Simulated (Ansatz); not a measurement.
**Quadrupolar parameters in SiNi3**

The cell is an entry of the Crystallography Open Database (COD), its atoms then relaxed with PBE in this cell.

```yaml
crystal:
  lattice:
    - [3.55110, 0.00000, 0.00000]
    - [0.00000, 3.55110, 0.00000]
    - [0.00000, 0.00000, 3.55110]
  atoms:
    - { symbol: Si, position: [0.00000, 0.00000, 0.00000] }
    - { symbol: Ni, position: [0.00000, 0.50000, 0.50000] }
    - { symbol: Ni, position: [0.50000, 0.00000, 0.50000] }
    - { symbol: Ni, position: [0.50000, 0.50000, 0.00000] }
```

Atom numbers follow the list; atoms alike are taken as one site, whose name carries the number of the first.

All values are calculated (Ansatz; DFT, r2SCAN, plane waves and PAW, scalar-relativistic, collinear spin, 500 eV cutoff, Γ-centred 13×13×13 k-points, Fermi–Dirac smearing 0.05 eV), not measured. Start moments as typed (μB): 1.5 on each Ni, none on the rest.

Conventions: |V_zz| ≥ |V_yy| ≥ |V_xx|, η = (V_xx − V_yy)/V_zz, C_Q = eQV_zz/h.

⁶¹Ni: I = 3/2, Q = 162.0 mb. Quadrupole moments are those of Pyykkö's year-2017 table.

```csv
site,atoms (order as listed),first shell,V_zz (10²¹ V/m²),η,C_Q (MHz)
Si,1,12 Ni at 2.51 Å,0.00,–,–
Ni,"2, 3, 4","4 Si at 2.51 Å, 8 Ni at 2.51 Å",-4.59,0.00,-18.0
```

An axis of threefold or higher order runs through Ni, so V_zz lies along it and η is zero. Si sits on a cubic site, where every gradient vanishes.

Si has no stable isotope with a ground-state quadrupole moment in the table, so no C_Q is given.

At this cell the r2SCAN pressure is -15 GPa, so with r2SCAN the cell would shrink if it were relaxed. The entry's cell may itself be off. The program didn't check the stability of this electronic state in full, so a lower one may lie near. The run finds no gap above 0.1 eV (a metal, or nearly one), so the gradients can move by 10 % or more with the k-mesh. With these PAW files V_zz is typically within 2 to 3 % of all-electron values, but misses above 10 % occur on Ni. The run lost most of its start moments on Ni; a state with other moments may lie lower. The magnetic order is the one that the run reached from its start moments, not necessarily the measured one (the real compound may not order at all).

Hardware: 1 thread of Intel Xeon 6975P-C (Granite Rapids) (x86_64; 16 cores open to the job, memory cap 3.0 GiB, no GPU), a shared host with a load of 0.1 a core. Wall time 46 s, CPU time 46 s, peak memory 0.71 GiB.
